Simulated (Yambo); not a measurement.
Rb2RhAgF6: lowest vertical excitons

```
CELL_PARAMETERS angstrom
      0.00000     4.42223     4.42223
      4.42223     0.00000     4.42223
      4.42223     4.42223     0.00000
ATOMIC_POSITIONS crystal
  F  0.22962 0.22962 0.77038
  F  0.77038 0.77038 0.22962
  F  0.77038 0.22962 0.22962
  F  0.22962 0.77038 0.77038
  F  0.22962 0.77038 0.22962
  F  0.77038 0.22962 0.77038
  Rb 0.25000 0.25000 0.25000
  Rb 0.75000 0.75000 0.75000
  Rh 0.00000 0.00000 0.00000
  Ag 0.50000 0.50000 0.50000
```

The geometry is that of Materials Project entry mp-1110602, symmetrised and not relaxed again.

BSE in Yambo on PBEsol (Quantum ESPRESSO, PseudoDojo norm-conserving, 88 Ry, without SOC) bands: 4×4×4 mesh, 23 valence and 6 conduction bands, static screening with 112 bands and a 3 Ry block, scissor 2.37 eV, Tamm-Dancoff; field along x.

```
state  energy (eV)  states within 2 meV  relative strength  class    main transitions
-----  -----------  -------------------  -----------------  -----  ------------------
1             1.03                    3               0.03   dark  several band pairs
2             1.96                    3               0.02   dark  several band pairs
3             2.99                    3               0.06   weak  several band pairs
4             3.04                    3               0.01   dark  several band pairs
5             3.07                    3             < 0.01   dark    VB−2 → CB (70 %)
6             3.22                    2             < 0.01   dark      VB → CB (83 %)
7             3.23                    3               1.00   weak  several band pairs
8             3.23                    1             < 0.01   dark  several band pairs
```

These are vertical excitations (zero momentum). The direct quasiparticle gap on this mesh is 3.48 eV; counted from there, state 1 is bound by 2.45 eV. Convergence with the mesh was not shown.

Spin singlets only. Strengths are relative to the strongest of the lowest states of this run; strong means a line over 3 % of the spectrum's maximum, dark under 0.03 %. Absolute energies carry the error of the G0W0 scissor, whose convergence isn't established.

Spin-orbit splittings are left out.

The structure is a Materials Project entry; no match was found in the copy of COD used, and its stability was not checked.
